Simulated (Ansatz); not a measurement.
NbRu:
```
NbRu
1.0
    0.00000     2.58215     2.58215
    2.58215     0.00000     2.58215
    2.58215     2.58215     0.00000
Ru Nb
1 1
Direct
  0.00000   0.00000   0.00000
  0.50000   0.50000   0.50000
```

This is the r²SCAN-relaxed structure.

Q: All from plane-wave PAW r²SCAN (Ansatz code), unless another level is named. Estimate the formation energy from the elements (no fitted shifts).

A: 0.34 eV/atom.

Q: What about the density of states at the Fermi level?

A: 0.64 states/eV per atom (mean over ±0.08 eV).

Q: Next, the gap with spin–orbit coupling?

A: none (metallic).

Space group Fm-3m (rock salt). The start of the workflow was typed in or built on a structure type; neither database checked (COD, Materials Project) lists it. COD files the formula under space group No. 123, 221, so this cell is another polymorph or a model. Whether it is the stable phase at ambient conditions was not checked. Symmetry was held in the r²SCAN relaxation. At this level the phase is mechanically unstable. No spin polarisation was allowed. Its formation energy is positive at this level, so the cell may be metastable or incomplete. The references are the lowest solids computed at this level, not always the standard phases. Spin–orbit coupling is left out wherever it is not named.

Potentials: the earlier of the program's two PAW sets.
